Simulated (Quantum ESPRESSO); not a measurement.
## Band energies of LuCuS$_{2}$ at +1 % isotropic strain

```xyz
4
Lattice="3.8353 0.0000 0.0000 -1.9177 3.3215 0.0000 0.0000 0.0000 6.0430" Properties=species:S:1:pos:R:3 pbc="T T T"
S      1.9177     1.1072     4.6668
S      0.0000     0.0000     1.6497
Cu     1.9177     1.1072     2.3753
Lu     0.0000     2.2143     0.0283
```

PBEsol (pw.x of Quantum ESPRESSO, ONCV potentials, scalar-relativistic); path ΓMKΓALHA,LM,KH; energies in eV from the valence-band maximum.

```csv
k (1/Å),point,band 24,band 25,band 26,band 27,band 28,band 29,band 30,band 31
0.00,Γ,-2.07,-2.07,-0.19,0.00,0.00,1.68,2.61,2.61
0.24,,-2.26,-2.03,-0.78,-0.29,-0.22,1.98,2.63,3.02
0.59,,-2.48,-1.93,-1.69,-1.12,-1.03,1.59,3.33,3.96
0.83,,-2.40,-1.95,-1.93,-1.72,-1.32,1.43,4.05,4.56
0.95,M,-2.29,-2.12,-1.94,-1.76,-1.36,1.41,4.11,4.58
1.16,,-2.42,-2.19,-1.91,-1.79,-1.22,1.97,3.82,3.98
1.49,K,-2.47,-2.13,-1.90,-1.60,-1.33,2.87,3.60,3.63
1.71,,-2.48,-2.16,-1.88,-1.70,-1.11,2.69,3.26,3.87
2.04,,-2.45,-2.05,-1.62,-1.28,-0.60,2.30,2.68,3.59
2.37,,-2.24,-2.04,-0.70,-0.32,-0.16,2.06,2.57,2.81
2.58,Γ,-2.07,-2.07,-0.19,0.00,0.00,1.68,2.61,2.61
2.90,,-1.87,-1.87,-0.94,-0.30,-0.30,1.82,2.50,2.50
3.10,A,-1.74,-1.74,-1.22,-0.47,-0.47,1.84,2.45,2.45
3.21,,-1.77,-1.75,-1.21,-0.60,-0.51,1.96,2.45,2.54
3.42,,-1.96,-1.85,-1.17,-1.06,-0.71,1.95,3.08,3.12
3.73,,-2.16,-2.11,-1.64,-0.98,-0.88,1.46,3.52,3.68
3.94,,-2.20,-2.19,-1.96,-0.92,-0.82,1.27,3.34,3.91
4.05,L,-2.21,-2.19,-2.01,-0.92,-0.79,1.25,3.31,4.00
4.27,,-2.37,-2.15,-1.88,-1.25,-0.93,1.69,3.69,4.01
4.60,H,-2.53,-2.11,-1.69,-1.49,-1.34,2.66,3.38,3.57
4.78,,-2.48,-2.11,-1.70,-1.46,-1.22,2.45,3.04,4.34
5.05,,-2.33,-1.98,-1.58,-1.18,-1.10,2.28,2.78,3.76
5.32,,-2.08,-1.81,-1.20,-1.08,-0.86,2.38,2.49,3.56
5.51,,-1.83,-1.77,-1.19,-0.77,-0.59,2.12,2.42,2.78
5.69,A,-1.74,-1.74,-1.22,-0.47,-0.47,1.84,2.45,2.45
5.69,L,-2.21,-2.19,-2.01,-0.92,-0.79,1.25,3.31,4.00
6.00,,-2.22,-2.07,-2.04,-1.53,-1.18,1.38,3.72,4.68
6.21,M,-2.29,-2.12,-1.94,-1.76,-1.36,1.41,4.11,4.58
6.21,K,-2.47,-2.13,-1.90,-1.60,-1.33,2.87,3.60,3.63
6.42,,-2.49,-1.97,-1.87,-1.56,-1.46,3.05,3.25,3.60
6.73,H,-2.53,-2.11,-1.69,-1.49,-1.34,2.66,3.38,3.57
```

The PBEsol gap is indirect, 1.25 eV, from Γ to L; the smallest direct gap is 1.68 eV.

The 3d shell has no Hubbard U; the runs are without spin polarisation, and magnetic order was not tried. The 4f states are in the valence at their DFT position.

Geometry strained from the cell relaxed with PBEsol, atoms relaxed again.

The structure is a Materials Project entry; no match was found in the copy of COD used, and its stability was not checked.
